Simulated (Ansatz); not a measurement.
ZnGaNO in space group P3m1 (No. 156; Ga on 1b, N on 1b, Zn on 1c, O on 1c) under volume change, the program Ansatz at the r²SCAN level (PAW), shape and atoms relaxed at each volume.

```csv
V (Å³/atom),E − E(relaxed) (meV/atom),P (GPa)
10.918,50.4,16.45
11.278,21.0,9.96
11.638,…,…
11.998,0.0,0.00
12.358,4.2,-3.63
12.718,15.6,-6.30
13.078,…,…
```

### Question
Some entries are withheld; supply them.

### Answer

- 13.078, E − E(relaxed) (meV/atom): 31.5
- 13.078, P (GPa): -7.55
- 11.638, E − E(relaxed) (meV/atom): 4.9
- 11.638, P (GPa): 4.51

### Question
What does a third-order Birch–Murnaghan fit give for V₀, B₀ and B′?

### Answer
V₀ = 12.00 Å³/atom, B₀ = 126 GPa, B′ = 7.3.

The start of the workflow was typed in or built on a structure type; the Crystallography Open Database copy checked does not list it. Its standing as an ambient phase is unchecked. The cell was relaxed with r²SCAN under the symmetry of its start; its stability against distortions is not shown here.

Potentials: the later of the program's two PAW sets.
